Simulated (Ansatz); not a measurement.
Mo (bcc (W type), space group No. 229) under volume change, DFT-LDA in the program Ansatz with PAW potentials, scaled uniformly.

```
V (Å³/atom)  E − E(relaxed) (meV/atom)  P (GPa)
-----------  -------------------------  -------
13.704                           132.4    33.91
14.156                             [?]      [?]
14.608                             [?]      [?]
15.059                             0.0     0.00
15.511                            11.8    -8.18
15.963                            45.0   -15.14
16.415                            96.2   -21.07
```

Q: What belongs in the gaps?

A: 
- 14.608, E − E(relaxed) (meV/atom): 13.2
- 14.608, P (GPa): 9.59
- 14.156, E − E(relaxed) (meV/atom): 55.6
- 14.156, P (GPa): 20.83

Q: What does a third-order Birch–Murnaghan fit give for V₀, B₀ and B′?

A: V₀ = 15.06 Å³/atom, B₀ = 294 GPa, B′ = 4.3.

Space group Im-3m (bcc (W type)). The LDA relaxation kept the symmetry of its start. No spin polarisation was allowed. Spin–orbit coupling is left out wherever it is not named.

Potentials: the later of the program's two PAW sets.
